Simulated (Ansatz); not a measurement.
WS in space group P-6m2 (No. 187; W on 1a, S on 1d), r²SCAN in the plane-wave PAW code Ansatz, all energies at zero smearing, with the estimated change up to a 700 eV cutoff added, with one set of potentials and settings (totals compare only within such a set). Cell of 2 atoms (1 W, 1 S): -11303.755 eV.

```
element             reference phase  E (eV/atom)
-------  --------------------------  -----------
W        Im-3m, 1 atoms in the cell  -10398.2538
S        P2/c, 32 atoms in the cell    -905.8150
```

Formation energy per atom, worked out: (-11303.755 − 1×(-10398.2538) − 1×(-905.8150))/2 = 0.157 eV/atom (15 kJ per mol of atoms), at 0 K, without zero-point energy or fitted corrections.

The start of the workflow was typed in or built on a structure type; neither database checked (COD, Materials Project) lists it. Its standing as an ambient phase is unchecked. The r²SCAN relaxation kept the symmetry of its start; whether a distortion lowers the energy is not shown. The workflow began spin-polarised and lost its moments. Its formation energy is positive at this level, so the cell may be metastable or incomplete. The references are the lowest solids computed at this level, not always the standard phases. Scalar-relativistic: spin–orbit coupling is off unless named, which matters more the heavier the elements.

Potentials: the earlier of the program's two PAW sets.
